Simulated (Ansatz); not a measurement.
Values for one crystal, relaxed and computed with plane-wave PAW PBE (Ansatz code); other levels are named.

```yaml
volume_per_atom: 12.92 Å³
band_gap: 0.48 eV (indirect)
valence_band_maximum: at Γ
hole_effective_mass: 0.18, 0.45, 0.45 mₑ (principal values)
Formation energy from the elements (no fitted shifts): 0.42 eV/atom
smallest_direct_gap_on_the_standard_path: 2.13 eV
electron_effective_mass: 0.21, 0.33, 0.35 mₑ (principal values)
```

Q: Which compound is it?
(A) La2S3O12, R-3c (La on 12c, S on 18e, O on 36f, O on 36f)
(B) BAs, P6_222 (B on 3d, As on 3c)
(C) BaHfO3, cubic perovskite
(D) GeSe, Pnma (Ge on 4c, Se on 4c)

A: B, BAs, P6_222 (B on 3d, As on 3c)

The start of the workflow was typed in or built on a structure type; neither database checked (COD, Materials Project) lists it. It is not the phase usual at ambient conditions (space group No. 216). The PBE relaxation kept the symmetry of its start; whether a distortion lowers the energy is not shown. Its formation energy is positive at this level, so the cell may be metastable or incomplete. The references are the lowest solids computed at this level, not always the standard phases. Spin–orbit coupling is left out wherever it is not named.

Potentials: the earlier of the program's two PAW sets.
